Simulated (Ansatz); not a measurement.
Given:

Zn$_{3}$CdSe$_{4}$:
```cif
data_CdSe4Zn3
_chemical_formula_sum 'Zn3 Cd1 Se4'
_space_group_name_H-M_alt 'P 1'
_space_group_IT_number 1
_cell_length_a 5.78227
_cell_length_b 5.78227
_cell_length_c 5.78227
_cell_angle_alpha 90.000
_cell_angle_beta 90.000
_cell_angle_gamma 90.000
loop_
_space_group_symop_operation_xyz
  'x, y, z'
loop_
_atom_site_label
_atom_site_type_symbol
_atom_site_fract_x
_atom_site_fract_y
_atom_site_fract_z
_atom_site_occupancy
Zn1 Zn 0.00000 0.50000 0.50000 1
Zn2 Zn 0.50000 0.00000 0.50000 1
Zn3 Zn 0.50000 0.50000 0.00000 1
Cd1 Cd 0.00000 0.00000 0.00000 1
Se1 Se 0.73852 0.73852 0.26148 1
Se2 Se 0.73852 0.26148 0.73852 1
Se3 Se 0.26148 0.26148 0.26148 1
Se4 Se 0.26148 0.73852 0.73852 1
```

This is the r²SCAN-relaxed structure.

**Question.** All from r²SCAN (plane waves, PAW; program Ansatz), unless another level is named. Give the electron effective mass with spin–orbit coupling.

**Answer.** 0.12 mₑ (isotropic).

**Question.** Predict the band gap.

**Answer.** 1.58 eV (direct).

**Question.** Next, the hole effective mass, band 1 of 3 at the edge?

**Answer.** 0.70 along [100], 3.6 along [110], 1.5 along [111] (mₑ).

**Question.** Give the formation energy from the elements (no fitted shifts).

**Answer.** -0.81 eV/atom.

Space group P-43m. The first step of the workflow began from a Materials Project structure, measured or hypothetical; the Crystallography Open Database copy checked does not list it. With Zn and Cd taken as one species the cell has the higher symmetry F-43m, so it may be an ordered model of a mixed-site phase. Its standing as an ambient phase is unchecked. The cell was relaxed with r²SCAN under the symmetry of its start; whether a distortion lowers the energy is not shown. The references are the lowest solids computed at this level, not always the standard phases. Scalar-relativistic: spin–orbit coupling is off unless named, which matters more the heavier the elements.

Potentials: the later of the program's two PAW sets.
